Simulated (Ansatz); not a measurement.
RbCdI3, cubic perovskite, relaxed with r2SCAN in Ansatz. Space group Pm-3m (No. 221), cubic; a = 5.951 Å in the conventional setting, 42.15 Å³ an atom. Around Rb lie 12 I at 4.21 Å; around Cd lie 6 I at 2.98 Å; around I lie 2 Cd at 2.98 Å and 4 Rb at 4.21 Å.

The axes x, y and z are those of this cell:
```
CELL_PARAMETERS angstrom
5.95092 0.00000 0.00000
0.00000 5.95092 0.00000
0.00000 0.00000 5.95092
ATOMIC_POSITIONS crystal
Rb 0.00000 0.00000 0.00000
Cd 0.50000 0.50000 0.50000
I 0.50000 0.50000 0.00000
I 0.50000 0.00000 0.50000
I 0.00000 0.50000 0.50000
```

Unstrained: HSE06 gives an indirect gap of 0.587 eV, from R to Γ; the least direct gap is 1.046 eV at Γ. Meshes: HSE06 4×4×4. Strains are changes of length per length. After each strain the atoms were relaxed again with r2SCAN within the symmetry that the strain leaves, so tilts or polar shifts that break it weren't tested; points keep the names that they have in the unstrained zone. Values at 0 K without nuclear motion; spin polarisation is off, and the phase may be a hypothetical one.

(1) Estimate what isotropic -5.0 % on every length does to the gap.

## Answers

(1) HSE06: the gap goes from 0.587 to 0.684 eV (+0.097 eV).

No spin-orbit coupling is included; it can move band edges with weight on the heavy atoms by tenths of an eV.

The meshes of the hybrids are coarse, so their gaps aren't converged to the digits shown.
